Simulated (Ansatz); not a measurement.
Nb2SnC:
```
CELL_PARAMETERS angstrom
      3.22979     0.00000     0.00000
     -1.61489     2.79708     0.00000
      0.00000     0.00000    13.76681
ATOMIC_POSITIONS crystal
  Nb 0.33333 0.66667 0.08278
  Nb 0.66667 0.33333 0.91722
  Nb 0.66667 0.33333 0.58278
  Nb 0.33333 0.66667 0.41722
  Sn 0.33333 0.66667 0.75000
  Sn 0.66667 0.33333 0.25000
  C  0.00000 0.00000 0.00000
  C  0.00000 0.00000 0.50000
```

Relaxed with PBEsol. Special points in fractions of this cell's reciprocal vectors: Γ (0.000, 0.000, 0.000); M (0.500, 0.000, 0.000); K (0.333, 0.333, 0.000); A (0.000, 0.000, 0.500); L (0.500, 0.000, 0.500); H (0.333, 0.333, 0.500).

Problem. List the band energies nearest the Fermi level at these points for plane-wave PAW PBEsol (Ansatz code).

Solution. In eV from the Fermi level; about four levels below and three above (degenerate sets whole), none deeper than 8.9 eV; points with the same levels are listed once.

| k | below | above |
|---|---|---|
| Γ | -0.87 -0.87 -0.73 -0.51 | 0.52 0.52 0.77 0.77 |
| M | -3.25 -3.21 -2.60 -2.54 | 0.58 0.77 1.36 |
| K | -1.81 -0.16 -0.16 -0.11 | 0.81 0.81 0.87 |
| A | -0.88 -0.88 -0.88 -0.88 -0.61 -0.61 | 0.64 0.64 0.64 0.64 |
| L | -3.22 -3.22 -2.57 -2.57 | 0.90 0.90 1.08 1.08 |
| H | -1.11 -1.11 -0.29 -0.29 | 1.19 1.19 1.61 1.61 |

Space group P6_3/mmc. The first step of the workflow began from a Materials Project structure, measured or hypothetical; the Crystallography Open Database copy checked does not list it. Whether it is the stable phase at ambient conditions was not checked. The PBEsol relaxation kept the symmetry of its start; phonons on a q-mesh show no instability. No spin polarisation was allowed. Scalar-relativistic: spin–orbit coupling is off unless named, which matters more the heavier the elements.

Potentials: the later of the program's two PAW sets.
